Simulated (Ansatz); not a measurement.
The following input was run with Ansatz 0.2.0.

```yaml
crystal:
  lattice:
    - [5.0393684365, 0.0, 0.0]
    - [-2.5196842182, 4.364221085, 0.0]
    - [0.0, 0.0, 22.1146270984]
  atoms:
    - { symbol: Cu, position: [0.3333333333, 0.1666666667, 0.3617515215] }
    - { symbol: Cu, position: [0.3333333333, 0.6666666667, 0.3617515215] }
    - { symbol: Cu, position: [0.8333333333, 0.1666666667, 0.3617515215] }
    - { symbol: Cu, position: [0.8333333333, 0.6666666667, 0.3617515215] }
    - { symbol: Cu, position: [0.6666666667, 0.3333333333, 0.4554361922] }
    - { symbol: Cu, position: [0.6666666667, 0.8333333333, 0.4554361922] }
    - { symbol: Cu, position: [0.1666666667, 0.3333333333, 0.4554361922] }
    - { symbol: Cu, position: [0.1666666667, 0.8333333333, 0.4554361922] }
    - { symbol: Cu, position: [0.0, 0.5, 0.5491189691] }
    - { symbol: Cu, position: [0.0, 0.0, 0.5491189691] }
    - { symbol: Cu, position: [0.5, 0.5, 0.5491189691] }
    - { symbol: Cu, position: [0.5, 0.0, 0.5491189691] }
    - { symbol: F, position: [0.8333333333, 0.1666666667, 0.6151386218], spin: 1.0 }
basis:
  ecutwfc: 420
kpoints:
  mp_grid: { grid: [4, 4, 1] }
hamiltonian:
  xc: pbe
  dispersion: d3bj
scf:
  occupations: { method: gaussian, width: 0.1 }
output:
  forces: true
  eigenvalues: true
  populations: true
  write_density: true
  write_potential: true
  elf: true
  volumetric_format: npy
magnetization:
  spin_polarized: true
relax:
  adjacent_minimum: "off"
  f_tol: 0.04
  max_steps: 100
  constraints: [{ sites: [0, 1, 2, 3] }]
efield:
  axis: 3
  dipole_correction: true
  ramp_width: 0.04
```

Command:
```bash
ansatz run input.yaml --threads 8 --pin off --max-ram 20480MiB --backend cpu --events-out ev --progress --plain --runs-dir out
```

Theory: DFT PBE+D3(BJ), scalar-relativistic, plane waves, PAW in Ansatz 0.2.0.

Part of what the program printed, abridged (final results; tables in files aren't shown):

```
WARN: The output density's exchange-correlation potential varies sharply where the density is thin. Do not read a vacuum level from v_tot or v_xc, or from such a field of the output density. On a cell that repeats whose density bears no net charge and no dipole along the vacuum's axis use v_es (v_loc + v_h of the components); under efield.dipole_correction with no amplitude use v_es + v_field, which holds any external_charges[].barrier, or the levels of the report's work_function block, which leave it out; under a non-zero efield.amplitude the vacuum is tilted and has no level; on a cell that repeats and bears such a dipole with no correction it is tilted too, and efield.dipole_correction wi ...
SCF converged after 7 iterations
Magnetization:  0.0000 μB (117.5000 up, 117.5000 down)
Absolute magnetization: 0.0000 μB (∫|ρ↑−ρ↓|, with the PAW one-centre terms)
Spin contamination: 0.0000 ħ² per cell (⟨S²⟩ above its minimum at these occupations)
Per-site moments (μB) at R_I (Å): [(-2.73413597e-7, 1.03936974), (-2.73413597e-7, 1.03936974), (-1.32594814e-7, 1.03936974), (-2.73413597e-7, 1.03936974), (-3.27840338e-7, 1.01799518), (-3.27840338e-7, 1.01799518), (-3.27840338e-7, 1.01799518), (-1.32585603e-7, 1.02298205), (-1.82568094e-7, 0.86591183), (-1.82568094e-7, 0.86591183), (-7.31693674e-8, 1.01799518), (-1.82568094e-7, 0.86591183), (2.02389226e-8, 0.86591183)]
Free energy (F): -80311.347117 eV
Harris-Foulkes:  -80311.347117 eV  (|F-HF|=3.03e-8)
Internal energy: -80311.288635 eV  (E = F + TS)
E sigma→0 (E₀):  -80311.317876 eV
Entropy (-TS):   -0.058482 eV (-4.499 meV/atom)
Fermi energy:    1.337829 eV
Dipole field:    D = -0.045466 V/Å  (p = -0.122203 e·Å, saw-weighted, corrected)
Work function:   Φ+ = 5.8272 eV   Φ− = 4.8217 eV
Levels:          The Fermi level and band energies are counted from a zero that moves with the ramp; work functions are not
--- Per-component energies (eV) ---
  E_band       = -7877.936539
  E_kinetic    = 3804.415926
  E_local      = -482532.688431  (includes V_loc(G=0)·N_el)
  E_nonlocal   = 4767.408579
  E_hartree    = 236541.283029
  E_xc         = -1148.712204
  E_vxc        = -1481.097041  (∫ρ·V_xc dr)
  E_paw        = -20167.884557  (= ΣΔE_a)
  E_vpaw       = -5511.877058  (= ΣTr[D̂ρ^β])
  E_aug_tail   = 0.005089  (compensation charges beyond the density's cutoff)
  E_efield     = 0.002778  (sawtooth field / dipole correction)
  E_vefield    = -6.661920  (∫n·V_field dr)
  E_ewald      = 178429.738734
  E_disp       = -4.857578  (pairwise vdW)
  E_smearing   = -0.058482  (= −TS)
--- Forces (eV/Å), atoms counted from 1 ---
  atom   1  Cu     0.00000000    -0.04419528     0.01177831
  atom   2  Cu    -0.03827423     0.02209764     0.01177831
  atom   3  Cu     0.00000000     0.00000000    -0.04814859
  atom   4  Cu     0.03827423     0.02209764     0.01177831
  atom   5  Cu     0.00447948    -0.00258623    -0.01349420
  atom   6  Cu     0.00000000     0.00517245    -0.01349420
  atom   7  Cu    -0.00447948    -0.00258623    -0.01349420
  atom   8  Cu     0.00000000     0.00000000     0.01950474
  atom   9  Cu     0.00000000    -0.01839080     0.01525012
  atom  10  Cu    -0.01592690     0.00919540     0.01525012
  atom  11  Cu     0.00000000     0.00000000     0.00864435
  atom  12  Cu     0.01592690     0.00919540     0.01525012
  atom  13  F      0.00000000     0.00000000    -0.02059123
--- Band table (eV; the first three rows and the last of 8) ---
  k-point 0 ↑: bands = ["-111.4375", "-111.3707", "-111.3625", "-111.3625", "-111.1546", "-111.1157", "-111.1079", "-111.1079", "-111.0786", "-111.0230", "-111.0148", "-111.0148", "-68.8467", "-68.8467", "-68.8130", "-68.7824", "-68.7547", "-68.7547", "-68.7298", "-68.7248", "-68.7198", "-68.7198", "-68.7158", "-68.7158", "-68.5891", "-68.5891", "-68.5706", "-68.5124", "-68.5124", "-68.5102", "-68.5102", "-68.4911", "-68.4778", "-68.4778", "-68.4606", "-68.4523", "-68.4312", "-68.4312", "-68.4287", "-68.4249", "-68.4217", "-68.4217", "-68.4156", "-68.3855", "-68.3855", "-68.3472", "-68.3292", "-68.3292", "-21.7252", "-7.6517", "-5.7058", "-4.3976", "-3.9555", "-3.9555", "-3.7842", "-3.6576", ...
  k-point 1 ↑: bands = ["-111.4373", "-111.3698", "-111.3636", "-111.3625", "-111.1544", "-111.1149", "-111.1090", "-111.1079", "-111.0784", "-111.0221", "-111.0158", "-111.0147", "-68.8426", "-68.8377", "-68.8033", "-68.7821", "-68.7608", "-68.7520", "-68.7288", "-68.7287", "-68.7284", "-68.7208", "-68.7197", "-68.7185", "-68.5842", "-68.5789", "-68.5611", "-68.5195", "-68.5112", "-68.5046", "-68.4989", "-68.4943", "-68.4908", "-68.4809", "-68.4529", "-68.4515", "-68.4401", "-68.4336", "-68.4279", "-68.4263", "-68.4226", "-68.4217", "-68.4154", "-68.3946", "-68.3870", "-68.3457", "-68.3328", "-68.3296", "-21.7242", "-7.1527", "-5.2982", "-4.3392", "-4.1150", "-3.9030", "-3.8841", "-3.5675", ...
  k-point 2 ↑: bands = ["-111.4372", "-111.3683", "-111.3652", "-111.3625", "-111.1542", "-111.1135", "-111.1105", "-111.1079", "-111.0783", "-111.0208", "-111.0172", "-111.0147", "-68.8383", "-68.8263", "-68.7920", "-68.7818", "-68.7608", "-68.7516", "-68.7484", "-68.7339", "-68.7265", "-68.7227", "-68.7215", "-68.7192", "-68.5786", "-68.5633", "-68.5511", "-68.5200", "-68.5164", "-68.5115", "-68.4980", "-68.4959", "-68.4848", "-68.4780", "-68.4630", "-68.4516", "-68.4393", "-68.4329", "-68.4268", "-68.4254", "-68.4241", "-68.4216", "-68.4152", "-68.4105", "-68.3887", "-68.3431", "-68.3374", "-68.3299", "-21.7231", "-5.7919", "-5.7846", "-4.5383", "-4.3152", "-3.8499", "-3.6631", "-3.4901", ...
  k-point 3 ↓: bands = ["-111.4372", "-111.3682", "-111.3653", "-111.3625", "-111.1542", "-111.1134", "-111.1107", "-111.1078", "-111.0783", "-111.0207", "-111.0174", "-111.0147", "-68.8357", "-68.8297", "-68.7886", "-68.7819", "-68.7694", "-68.7497", "-68.7429", "-68.7307", "-68.7264", "-68.7261", "-68.7229", "-68.7191", "-68.5758", "-68.5681", "-68.5468", "-68.5305", "-68.5125", "-68.5041", "-68.4957", "-68.4947", "-68.4881", "-68.4853", "-68.4553", "-68.4516", "-68.4425", "-68.4355", "-68.4267", "-68.4256", "-68.4241", "-68.4216", "-68.4153", "-68.4068", "-68.3901", "-68.3431", "-68.3372", "-68.3301", "-21.7231", "-6.2111", "-4.7521", "-4.6765", "-4.5830", "-4.0401", "-3.8564", "-3.6445", ...
--- Relaxed structure (4 steps of the walk, 4 accepted, 0 SCFs on fresh bases) ---
  F+E_penalty+E_count = -80311.34711727 eV   max|allowed force component| = 2.059e-2 eV/Å
  atoms:
    - { symbol: Cu, position: [0.33333333, 0.16666666, 0.36175152] }
    - { symbol: Cu, position: [0.33333333, 0.66666666, 0.36175152] }
    - { symbol: Cu, position: [0.83333333, 0.16666666, 0.36175152] }
    - { symbol: Cu, position: [0.83333333, 0.66666666, 0.36175152] }
    - { symbol: Cu, position: [0.66766257, 0.33233742, 0.45525069] }
    - { symbol: Cu, position: [0.66766257, 0.83532515, 0.45525069] }
    - { symbol: Cu, position: [0.16467484, 0.33233742, 0.45525069] }
    - { symbol: Cu, position: [0.16666666, 0.83333333, 0.45806570] }
    - { symbol: Cu, position: [0.00278834, 0.50557669, 0.54967322] }
    - { symbol: Cu, position: [0.00278834, -0.00278834, 0.54967322] }
    - { symbol: Cu, position: [0.5, 0.49999999, 0.54510713] }
    - { symbol: Cu, position: [0.49442330, -0.00278834, 0.54967322] }
    - { symbol: F, position: [0.83333333, 0.16666666, 0.61703100] }
--- Löwdin populations: 13 sites ---
  site symbol q [e]    m [muB]
     0     Cu     18.8662     0.0000
     1     Cu     18.8662     0.0000
     2     Cu     18.8820     0.0000
     3     Cu     18.8662     0.0000
     4     Cu     18.8266     0.0000
     5     Cu     18.8266     0.0000
     6     Cu     18.8266     0.0000
     7     Cu     18.7282     0.0000
     8     Cu     18.6809     0.0000
     9     Cu     18.6809     0.0000
    10     Cu     18.8509     0.0000
    11     Cu     18.6809     0.0000
    12      F      7.6318     0.0000
  spilling = 0.007600 (of n_electrons = 235.000000)
```

The relaxation met its thresholds.

Time: 41 s on 8 threads of Intel(R) Xeon(R) Platinum 8259CL CPU @ 2.50GHz (Skylake/Cascade Lake), on a shared host, peak memory 2.2 GiB.